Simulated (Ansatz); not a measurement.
Mg (P6_3/mmc): elastic constants by finite strains

Level of theory: LDA, PAW on Ansatz 0.2.0's default frozen-core files (fitted under PBE), scalar-relativistic.

The cell comes from a PAW relaxation under the same functional.

Command:

```sh
ansatz run input.yaml --threads 1 --pin off --max-ram 2560MiB --backend cpu --events-out ev --progress --plain --runs-dir out
```

input.yaml:

```yaml
crystal:
  lattice:
    - [3.14004806226, 0.0, 0.0]
    - [-1.57002403113, 2.71936139102, 0.0]
    - [0.0, 0.0, 5.06709727757]
  atoms:
    - { symbol: Mg, position: [0.333333333333, 0.666666666667, 0.25] }
    - { symbol: Mg, position: [0.666666666667, 0.333333333333, 0.75] }
kpoints:
  mp_grid: { grid: [16, 16, 8] }
scf:
  occupations: { method: fermi_dirac, width: 0.1 }
hamiltonian:
  xc: lda
  pseudopotentials: { kind: paw }
elastic:
  mode: relaxed_ion
  stencil: two_point
  amplitude: 0.003
```

Output:

```
Warning: RAYON_NUM_THREADS=1 ignored (pool sized by the plan → 1); use --threads N
Engine: ansatz 0.2.0, aarch64-unknown-linux-gnu
Pseudopotentials: kind: paw
Pseudopotential: Mg, paw, valence charge 10, recommended cutoff 420 eV (normal), Mg.paw.azcp
Functional definition: SPW92
  exchange = slater_x
  correlation = pw_c
Crystal: 2 atoms, lattice volume = 43.268 Å³
Basis set: ecut = 420 eV, 845 PW (Γ)
Bands: 14, of which v1, the nominal top of the filled ones, is band 10 counted from 1 (9 counted from 0)
Symmetry: 24 space group operations
Space group: P63/mmc (ITA 194), of the structure as read, at distance tolerance 3.5e-5 Å
k-points: 150 of 2048
Non-local potential: Mg, projectors of the file, l = 0: 3, l = 1: 2, l = 2: 1
PAW form: soft (Blöchl's): semilocal exchange-correlation on the pseudo side does not see the compensation charge
PAW frozen core: Mg, regenerated for the run's functional, and the local potential with it (the file was generated under x = pbe(κ = 0.804, μ = 0.2195149727645171), c = pbe(β = 0.06672455060314922))
PAW one-centre angular grid: Mg, 110 points (default); XC on 64 Gauss nodes
[... 169 lines left out ...]
  reference stress σ⁰ (GPa):     -0.021     -0.021      0.029     -0.000     -0.000      0.000
  C* (energy form; C + prestress term) asymmetry max|C*_kj − C*_jk| = 4.803e-3 GPa — a small one proves nothing (zero by symmetry where the batch's group is 432, −43m or m−3m); a large one is finite-difference/SCF noise where ...
  moduli (Voigt/Reuss/Hill, GPa): K = 39.62/39.62/39.62   G = 16.94/16.27/16.60   E = 43.70   ν = 0.316
  mechanically stable: yes (min eigenvalue of sym C = 13.14 GPa)
  strain η (Voigt 11):  stress-route row diagonal C_11 = 60.38 GPa, energy-path curvature d²(F+E_count+ΔE)/dδ²/Ω₀ = 60.37 GPa
         δ    σ_11 (GPa)             F (eV)   n_scf  n_hpsi   n_pw
    -3.000e-3      -0.2041       -3803.2161565       2   53179    860   relax 3 steps, max|allowed force component| 4.00e-5 eV/Å
     3.000e-3       0.1582       -3803.2161913       2   51384    862   relax 2 steps, max|allowed force component| 2.73e-5 eV/Å
  strain η (Voigt 33):  stress-route row diagonal C_33 = 67.95 GPa, energy-path curvature d²(F+E_count+ΔE)/dδ²/Ω₀ = 67.95 GPa
         δ    σ_33 (GPa)             F (eV)   n_scf  n_hpsi   n_pw
    -3.000e-3      -0.1812       -3803.2161868       5   33876    856   relax 0 steps, max|allowed force component| 4.39e-17 eV/Å
     3.000e-3       0.2266       -3803.2161428       4   28125    860   relax 0 steps, max|allowed force component| 6.94e-17 eV/Å
  strain η (Voigt 23):  stress-route row diagonal C_44 = 18.31 GPa, energy-path curvature d²(F+E_count+ΔE)/dδ²/Ω₀ = 18.31 GPa
         δ    σ_23 (GPa)             F (eV)   n_scf  n_hpsi   n_pw
    -3.000e-3      -0.0549       -3803.2162249       2   78047    860   relax 1 steps, max|allowed force component| 4.66e-5 eV/Å
     3.000e-3       0.0549       -3803.2162249       2   77625    860   relax 1 steps, max|allowed force component| 4.66e-5 eV/Å
```

The run converged.

Strained cells:

Elastic constants of a crystal by Kohn-Sham DFT: slopes of the stress over finite engineering strains of the given cell, Voigt indices, Cartesian axes as in the input; stress of each strained cell less that at rest, tension positive.

```csv
strain component,strain,stress xx (GPa),stress yy (GPa),stress zz (GPa),stress yz (GPa),stress xz (GPa),stress xy (GPa),relaxation steps
xx,-0.003,-0.1831,-0.1028,-0.0758,0,0,0,3
xx,0.003,0.1792,0.1019,0.0736,0,0,0,2
zz,-0.003,-0.0739,-0.0739,-0.21,0,0,0,0
zz,0.003,0.0758,0.0758,0.1978,0,0,0,0
yz,-0.003,-0.0004,-0.0003,-0.0003,-0.0549,0,0,1
yz,0.003,-0.0004,-0.0003,-0.0003,0.0549,0,0,1
```

**Elastic constants**

| Property | Result |
| --- | --- |
| Pressure at rest | 0.004 GPa |
| Least elastic eigenvalue | 13.14 GPa |
| Elastically stable | yes |

```csv
index,elastic (GPa)
11,60.38
12,34.1
13,24.92
33,67.95
44,18.31
```

**Elastic moduli**

Hill averages of a grain aggregate, Debye temperature from the mean sound speed over directions.

* Bulk modulus: 39.62 GPa
* Shear modulus: 16.6 GPa
* Young modulus: 43.7 GPa
* Poisson ratio: 0.3162
* Bulk over shear modulus: 2.387
* Elastic anisotropy index: 0.2056
* Least young modulus: 39.08 GPa
* Largest young modulus: 54.8 GPa
* Longitudinal sound speed: 5754 m/s
* Transverse sound speed: 2983 m/s
* Elastic debye temperature: 355.6 K
* Linear compressibility (x, y, z): 8.309, 8.309, 8.62 1/TPa

Keep in mind: frozen-core PAW files fitted under PBE, their cores solved anew for the functional of the run; responses of metals move with mesh and smearing; elastic stability says nothing of phonons or of other phases.

Time and hardware: 110 s on 1 thread of Arm Neoverse V1, with other jobs on the host, peak memory 0.54 GiB.
